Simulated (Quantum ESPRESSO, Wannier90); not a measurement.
## Wannier functions of MgO (rock salt)

```xyz
2
Lattice="0.0000 2.0970 2.0970 2.0970 0.0000 2.0970 2.0970 2.0970 0.0000" Properties=species:S:1:pos:R:3 pbc="T T T"
Mg     0.0000     0.0000     0.0000
O      2.0970     2.0970     2.0970
```

Cell from Materials Project (mp-1265), symmetrised, no further relaxation. COD (Crystallography Open Database) has an entry of this formula and space group (matched by these alone). Method: LDA plane waves in Quantum ESPRESSO 7.5 (PseudoDojo norm-conserving files, 68 Ry, no spin polarisation, no spin-orbit coupling), Bloch states on a 12×12×12 mesh through Γ, Wannier90 4.0.1. Density: 12×12×12 mesh, cold smearing 0.01 Ry.

Bands 6-8 form an isolated set from -4.73 to 0.00 eV relative to the valence-band maximum (on the path) and are turned into 3 Wannier functions by minimising the spread from the start: atomic waves O 2p.

Question: Where do the functions sit, how wide are they and what are they made of?

Answer: 
```csv
functions,spread (Å²),"nearest atom, distance (Å)","second atom, distance (Å)",weight on atomic waves
3,0.93,O 0.00,Mg 2.10,"O 2p 92 %, Mg 3s 5 %"
```

Ω_I = 2.77 Å², Ω_total = 2.79 Å²; the interpolated bands follow pw.x to 0.5 meV rms on the path. Only this start was tried; a symmetric start can stop on a saddle, and mixtures of these functions could lower the total by at most Ω_total − Ω_I.
